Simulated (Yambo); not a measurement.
```
CELL_PARAMETERS angstrom
      4.44485    -2.75205     0.00000
      4.44485     2.75205     0.00000
      0.00000     0.00000     4.85861
ATOMIC_POSITIONS crystal
  N  0.09564 0.34288 0.61502
  N  0.90436 0.65712 0.11502
  N  0.65712 0.90436 0.61502
  N  0.34288 0.09564 0.11502
  O  0.79128 0.20872 0.22129
  O  0.20872 0.79128 0.72129
  Si 0.02668 0.32758 0.27070
  Si 0.97332 0.67242 0.77070
  Si 0.67242 0.97332 0.27070
  Si 0.32758 0.02668 0.77070
```

Si2N2O (space group Cmc2_1, No. 36): mean Im ε in 1 eV windows above the direct gap of 6.81 eV, for different electron-hole kernels (Yambo, broadening 0.15 eV, PBEsol (Quantum ESPRESSO, PseudoDojo norm-conserving, 84 Ry, scalar-relativistic) bands; 4×4×4 mesh, 12 valence and 11 conduction bands, static screening with 68 bands and a 3 Ry block, scissor 1.80 eV, Tamm-Dancoff; field along x).

```
window (eV)   independent quasiparticles  RPA (no attraction)  BSE
------------  --------------------------  -------------------  ---
6.8 to 7.8                           0.1                  0.1  2.7
7.8 to 8.8                           0.8                  0.6  4.3
8.8 to 9.8                           2.3                  1.9  3.9
9.8 to 10.8                          3.5                  3.3  2.4
10.8 to 11.8                         3.6                  3.6  1.8
```

This run doesn't resolve bound excitons or single peaks, so only averages are given, and they too depend on the mesh; weight that the attraction moves below the gap isn't listed. All transitions below 11.99 eV are in the band window. The scissor comes from a G0W0 run whose convergence isn't established.

Geometry of the Materials Project entry, not relaxed at this level.
